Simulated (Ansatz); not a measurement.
**BeCd3Te4: rattling a relaxed structure**

It was reached by relaxing an invented guess, and it needn't be the stable form of this composition.

Level of theory: DFT PBE, scalar-relativistic, plane waves, PAW (Ansatz 0.2.0). Settings: cutoff 420 eV, Γ-centred mesh 4×4×4 on the computed 8-atom cell, Gaussian smearing of 0.02 eV; no spin polarisation.

The cell below (8 atoms, space group P-43m (No. 215)) is relaxed within its symmetry.

```
Be Cd Te
1.0
     6.37505    0.00000    0.00000
     0.00000    6.37505    0.00000
     0.00000    0.00000    6.37505
Be Cd Te
1 3 4
Cartesian
  0.0000 0.0000 0.0000
  3.1875 0.0000 3.1875
  0.0000 3.1875 3.1875
  3.1875 3.1875 0.0000
  1.4442 4.9309 4.9309
  4.9309 4.9309 1.4442
  4.9309 1.4442 4.9309
  1.4442 1.4442 1.4442
```

For the test it was strained at random (σ = 1.5 % a component), the atoms were moved at random (σ = 0.10 Å), and all was relaxed again on a coarse 2×2×2 mesh (in the run’s order of axes) with 0.10 eV smearing, with no symmetry imposed.

Spin–orbit coupling, which can matter for Te, is left out.

Problem. Does it come back?

Solution. It returns, within 1 meV/atom of the unmoved cell on that mesh and with the same symmetry when read at 0.1 Å (Cm at 0.01 Å, so small strains and shifts remain). No instability shows in this cell; modes of other wave vectors, which need another repeat, aren't tested.
